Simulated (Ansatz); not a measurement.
Relaxed-ion elastic tensor of SiC in space group P6_3/mmc (No. 194; Si on 2c, C on 2d) in GPa (Voigt order), LDA in the plane-wave PAW code Ansatz; density 3.33 g/cm³, 9.99 Å³ per atom.

```json
[
 {"": "1", "1": "517", "2": "254", "3": "98.1", "4": "0.0", "5": "0.0", "6": "0.0"},
 {"": "2", "1": "254", "2": "517", "3": "98.1", "4": "0.0", "5": "0.0", "6": "0.0"},
 {"": "3", "1": "98.1", "2": "98.1", "3": "143", "4": "0.0", "5": "0.0", "6": "0.0"},
 {"": "4", "1": "0.0", "2": "0.0", "3": "0.0", "4": "153", "5": "0.0", "6": "0.0"},
 {"": "5", "1": "0.0", "2": "0.0", "3": "0.0", "4": "0.0", "5": "153", "6": "0.0"},
 {"": "6", "1": "0.0", "2": "0.0", "3": "0.0", "4": "0.0", "5": "0.0", "6": "132"}
]
```

Problem. Is the crystal mechanically stable?

Solution. Yes: the smallest eigenvalue of C is 114 GPa.

Problem. Work out the Voigt, Reuss and Hill averages.

Solution. K_V = 231, K_R = 137, K_H = 184; G_V = 136, G_R = 115, G_H = 126 GPa.

Problem. Give Young's modulus, Poisson's ratio, Pugh's ratio and the universal anisotropy index.

Solution. E = 9KG/(3K + G) = 307 GPa; ν = 0.22; K/G = 1.46 (brittle by the Pugh limit of 1.75); A_U = 5G_V/G_R + K_V/K_R − 6 = 1.60.

Problem. Estimate the sound speeds and the Debye temperature.

Solution. v_l = √((K + 4G/3)/ρ) = 10300 m/s, v_t = √(G/ρ) = 6140 m/s, mean 6790 m/s; Θ = (h/k)(3n/4πV)^(1/3) v_m = 939 K.

Problem. Solve the Christoffel equation for the three sound speeds along x, y, z.

Solution. Eigenvalues of C_ijkl n_j n_l equal ρv². In km/s, slowest first: x 6.28, 6.78, 12.45; y 6.28, 6.78, 12.45; z 6.55, 6.78, 6.78.

Problem. How much does each axis shrink under pressure?

Solution. Linear compressibilities β_i = Σ_j S_ij (j = 1 to 3): x 0.49, y 0.49, z 6.3 per TPa.

The start of the workflow was typed in or built on a structure type; neither database checked (COD, Materials Project) lists it. It is not the phase usual at ambient conditions (space group No. 186, 216). Symmetry was held in the LDA relaxation. At this level the phase is dynamically unstable (imaginary phonons). The volume moved by -49 % from the start of the relaxation. Its formation energy is positive at this level, so the cell may be metastable or incomplete. A crystal of weakly bound layers computed without a dispersion correction: the cell and the soft elastic constants depend strongly on that. As this level gives no gap, shear constants depend on the k-mesh and smearing (Fermi–Dirac, 0.1 eV here).

Potentials: the later of the program's two PAW sets.
